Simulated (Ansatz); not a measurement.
Level of theory: DFT PBE, scalar-relativistic, plane waves, PAW (Ansatz 0.2.0). Settings: cutoff 420 eV, Γ-centred meshes spaced at most about 0.3 Å⁻¹, and about 0.25 Å⁻¹ or finer for metals (2π included), Gaussian smearing. No spin polarisation in the final relaxations.

Temperature and zero-point effects are left out. All come from trial cells, and lower structures may exist.

Question: These unrelaxed guesses for Al₄Pt are each relaxed within their symmetry. Order them by the energy at which they end, lowest first.
A.

```
Al Pt
1.0
     4.21347    0.00000    0.00000
    -2.10673    3.64897    0.00000
     0.00000    0.00000    4.91514
Al Pt
4 1
Direct
  0.33333 0.66667 0.26400
  0.33333 0.66667 0.73600
  0.66667 0.33333 0.00000
  0.00000 0.00000 0.50000
  0.66667 0.33333 0.50000
```

B.

```
Al Pt
1.0
     2.93444    0.00000    0.00000
    -1.46722    2.54130    0.00000
     0.00000    0.00000    9.43564
Al Pt
4 1
Cartesian
  0.0000 1.6942 8.1699
  0.0000 1.6942 3.5553
  1.4672 0.8471 1.2657
  1.4672 0.8471 5.8803
  0.0000 0.0000 0.0000
```

C.

```
Al Pt
1.0
    -2.65498    2.65498    2.65498
     2.65498   -2.65498    2.65498
     2.65498    2.65498   -2.65498
Al Pt
4 1
Direct
  0.50000 0.50000 0.50000
  0.50000 0.00000 0.00000
  0.00000 0.00000 0.50000
  0.00000 0.50000 0.00000
  0.00000 0.00000 0.00000
```

D.

```
Al Pt
1.0
     4.12261    0.00000    0.00000
     0.00000    4.12261    0.00000
     0.00000    0.00000    4.12261
Al Pt
4 1
Direct
  0.00000 0.50000 0.50000
  0.50000 0.50000 0.00000
  0.50000 0.00000 0.50000
  0.00000 0.00000 0.00000
  0.50000 0.50000 0.50000
```

Answer: A (ends in P-6m2, 0 meV/atom), B (ends in P-3m1, 13 meV/atom), C (ends in Im-3m, 98 meV/atom), D (ends in Pm-3m, 268 meV/atom).

For metals, differences of a few meV/atom aren't resolved. Spin–orbit coupling, which can matter for Pt, is left out. Cells relaxed within their symmetry can be saddle points. Some types were kept out of the candidates beforehand, so the set may lack a known form.
